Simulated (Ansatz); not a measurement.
**Field gradients of Bi₂S₃ from run to run**

Cell of run 1: a structure deposited in the COD.

```cif
data_Bi2S3
_symmetry_space_group_name_H-M 'Pnma'
_symmetry_Int_Tables_number 62
_cell_length_a 11.3190
_cell_length_b 3.9920
_cell_length_c 11.1700
_cell_angle_alpha 90.000
_cell_angle_beta 90.000
_cell_angle_gamma 90.000
loop_
_atom_site_label
_atom_site_type_symbol
_atom_site_symmetry_multiplicity
_atom_site_Wyckoff_symbol
_atom_site_fract_x
_atom_site_fract_y
_atom_site_fract_z
Bi1 Bi 4 c 0.3402 0.2500 0.4655
Bi5 Bi 4 c 0.4838 0.7500 0.1744
S9 S 4 c 0.2841 0.7500 0.3062
S13 S 4 c 0.3767 0.2500 0.0578
S17 S 4 c 0.5490 0.2500 0.3710
```

One atom of each set is listed.

Relaxed positions (PBE, cell held):

Bi1 (0.3383, 0.2500, 0.4682)
Bi5 (0.4870, 0.7500, 0.1751)
S9 (0.2841, 0.7500, 0.3075)
S13 (0.3779, 0.2500, 0.0564)
S17 (0.5499, 0.2500, 0.3708)

All runs are DFT with Ansatz 0.2.0 (plane waves and PAW, scalar-relativistic unless spin–orbit coupling is named, Γ-centred meshes, Fermi–Dirac smearing where given) in this cell.

Run 1: PBE, atoms as given; 420 eV, 3×7×3 k-points, smearing 0.02 eV.
Run 2: PBE, atoms relaxed; 420 eV, 3×7×3 k-points, smearing 0.02 eV.
Run 3: r2SCAN, at the relaxed atoms; 500 eV, 3×7×3 k-points, smearing 0.02 eV.

```csv
run,Bi1 V_zz (η),Bi5 V_zz (η),S9 V_zz (η),S13 V_zz (η),S17 V_zz (η)
1,-25.1 (0.04),-9.76 (0.96),-2.73 (0.34),-9.27 (0.25),4.73 (0.86)
2,?,?,?,?,?
3,-21.9 (0.08),8.77 (0.98),-2.75 (0.20),-8.93 (0.18),4.51 (0.84)
```

V_zz in 10²¹ V/m².

Q: Estimate the row of run 2.

A: Bi1: -19.20 (0.08); Bi5: -7.55 (0.99); S9: -2.59 (0.33); S13: -8.84 (0.16); S17: 4.14 (0.94). It lies nearest to run 3, from whose tensors on these sites it differs by 2.69 at most (largest principal value of the difference, on Bi1). Taken one at a time, the positions of the atoms (as given or relaxed) move the tensors on these sites by up to 6.65 (largest principal value of the change, on Bi1), the functional (r2SCAN with its higher cutoff) by 2.69 (Bi1). On some sites the largest principal value moves to another axis from run to run, and the sign of V_zz can flip with it. On Bi5 η is near 1, so the change of sign is little more than a relabelling of axes.

Leaving out spin–orbit coupling shifts gradients on Bi by a few per cent, and by more where contributions nearly cancel. Run 1: The values hang on the deposited positions: relaxing the atoms moves V_zz on Bi1 from -25.1 to -19.20, on Bi5 from -9.76 to -7.55.
